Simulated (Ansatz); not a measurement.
CuI:
```yaml
crystal:
  lattice:
    - [4.24484, 0.00000, 0.00000]
    - [-2.12242, 3.67614, 0.00000]
    - [0.00000, 0.00000, 7.00308]
  atoms:
    - { symbol: Cu, position: [0.66667, 0.33333, 0.87333] }
    - { symbol: Cu, position: [0.33333, 0.66667, 0.37333] }
    - { symbol: I, position: [0.66667, 0.33333, 0.50167] }
    - { symbol: I, position: [0.33333, 0.66667, 0.00167] }
```

Relaxed with r²SCAN.

**Question.** Give the Bader charges and basin volumes of the independent atoms, r²SCAN (plane waves, PAW; program Ansatz).

**Answer.** 

```
atom  Bader charge (e)  Bader volume (Å³)
----  ----------------  -----------------
Cu1              +0.38               16.7
I3               -0.38               38.0
```

Space group P6_3mc (wurtzite). The workflow started from a Materials Project entry (that database holds measured and hypothetical structures alike); the Crystallography Open Database files this formula in space group No. 186, but the cells were not matched. It is not the phase usual at ambient conditions (space group No. 216). Symmetry was held in the r²SCAN relaxation; whether a distortion lowers the energy is not shown. No spin polarisation was allowed. Scalar-relativistic: spin–orbit coupling is off unless named, which matters more the heavier the elements.

Potentials: the later of the program's two PAW sets.
